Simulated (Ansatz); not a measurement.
# Ionic part of the dielectric constant of CsH, mode by mode

All numbers below come from Ansatz 0.2.0, DFT LDA, scalar-relativistic, plane waves, PAW. Settings: 420 eV plane-wave cutoff, Γ-centred 8×8×8 mesh, fixed occupations. No spin polarisation. Phonons by linear response, acoustic sum rule imposed.

The structure is cubic, space group F-43m (No. 216). The conventional cell has a = 6.704 Å, b = 6.704 Å, c = 6.704 Å, α = 90.00°, β = 90.00°, γ = 90.00°. Cs (site symmetry -43m) is surrounded by 4 H at 2.90 Å. H (site symmetry -43m) is surrounded by 4 Cs at 2.90 Å.

The cell is the ideal cubic zincblende prototype; this isn't the usual structure of the compound. Spin–orbit coupling is left out, which matters for heavy elements.

The primitive cell has V = 75.34 Å³ and ε∞,yy = 2.856. Each polar mode adds Δε = (4.92064×10⁷/V)·S/ν² along y, with S its oscillator strength in e²/amu, ν in cm⁻¹ and V in Å³.

Question: From these modes, find each Δε and ε0,yy.
```json
{"ν (cm⁻¹)": "535.9", "S_yy (e²/amu)": "0.9777"}
```

Answer:
```
ν (cm⁻¹)    Δε
   535.9  2.22
```

The sum is 2.223, so ε0,yy = 5.08; the run's tensor has 5.08.

Question: Where do the longitudinal modes lie for a wave vector along y?

Answer: At 715 cm⁻¹. The Lyddane–Sachs–Teller product Π(ν_LO/ν_TO)² = 1.78 matches ε0/ε∞ = 1.78.

Cost: 1 run of about 0.53 core-minutes, on Arm Neoverse V2 (shared hosts).